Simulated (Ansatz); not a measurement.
This Ga₄As₃N structure is the end of a relaxation. The cell was found from a structure generator's guess, not taken from experiment.

All numbers below come from Ansatz 0.2.0, DFT PBE, scalar-relativistic, plane waves, PAW. Cutoff 420 eV, Γ-centred mesh, Gaussian smearing, no spin polarisation.

```
Ga As N
1.0
     4.21237   -5.32650    0.00000
     4.21237    5.32650    0.00000
     0.00000    0.00000    3.12037
Ga As N
4 3 1
Direct
  0.82469 0.82469 0.00000
  0.73654 0.26346 0.50000
  0.26346 0.73654 0.50000
  0.17531 0.17531 0.00000
  0.00000 0.50000 0.00000
  0.50000 0.50000 0.50000
  0.50000 0.00000 0.00000
  0.00000 0.00000 0.50000
```

Formation energies are uncorrected and refer to the elements' standard structures at the same level (N₂ as a molecule).

(1) What space group does it have?

(2) How far does it lie from the elements in energy?

(3) Is it a metal?

Answers

(1) Cmmm (No. 65). Conventional cell: a = 8.425 Å, b = 10.653 Å, c = 3.120 Å. Ga on a site of symmetry 2mm is surrounded by 2 N at 2.15 Å, 2 As at 2.74 Å, 3 Ga at 2.95–3.12 Å and 2 As at 3.15 Å; Ga on a site of symmetry m2m has 5 As at 2.52–2.63 Å, 1 N at 2.81 Å and 2 Ga at 3.12 Å; around As on a site of symmetry 2/m lie 6 Ga at 2.63–2.74 Å and 2 As at 3.12 Å; N has 4 Ga at 2.15 Å and 2 Ga at 2.81 Å; 1 more site not described.

(2) +0.20 eV/atom. It can't be a ground state, since the elements alone are lower.

(3) Yes, bands cross the Fermi level on the 6×6×12 mesh.

The last run used a 6×6×12 mesh (in the run's order of axes) for its 8-atom cell and Gaussian smearing of 0.10 eV. The reference form of As is held partly by dispersion forces, which this level lacks. A structure relaxed within its symmetry needn't be a true minimum. Another cell of Ga4As3N relaxed alike, in I4/mmm, lies 69 meV/atom lower, so this cell isn't the stable form at this level.
